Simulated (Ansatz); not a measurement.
Consider the following.

AgI:
```
CELL_PARAMETERS angstrom
      4.48479     0.00000     0.00000
     -2.24240     3.88395     0.00000
      0.00000     0.00000     7.34206
ATOMIC_POSITIONS crystal
  I  0.33333 0.66667 0.00224
  I  0.66667 0.33333 0.50224
  Ag 0.33333 0.66667 0.62776
  Ag 0.66667 0.33333 0.12776
```

This is the LDA-relaxed structure.

**Question.** All from LDA (plane waves, PAW; program Ansatz), unless another level is named. Give the formation energy from the elements (no fitted shifts).

**Answer.** -0.15 eV/atom.

**Question.** Predict the electron effective mass.

**Answer.** 0.13, 0.14, 0.14 mₑ (principal values).

**Question.** What about the band gap?

**Answer.** 1.09 eV (direct).

**Question.** Predict the weight of the valence-edge state by species (Voronoi cells).

**Answer.** I 60 %, Ag 40 %.

**Question.** Give the valence-band maximum.

**Answer.** at Γ.

**Question.** Next, the weight of the conduction-edge state by species (Voronoi cells)?

**Answer.** Ag 64 %, I 36 %.

Space group P6_3mc (wurtzite). The LDA relaxation kept the symmetry of its start; phonons on a q-mesh show no instability. The run is not spin-polarised. The references are the lowest solids computed at this level, not always the standard phases. Scalar-relativistic: spin–orbit coupling is off unless named, which matters more the heavier the elements.

Potentials: the later of the program's two PAW sets.
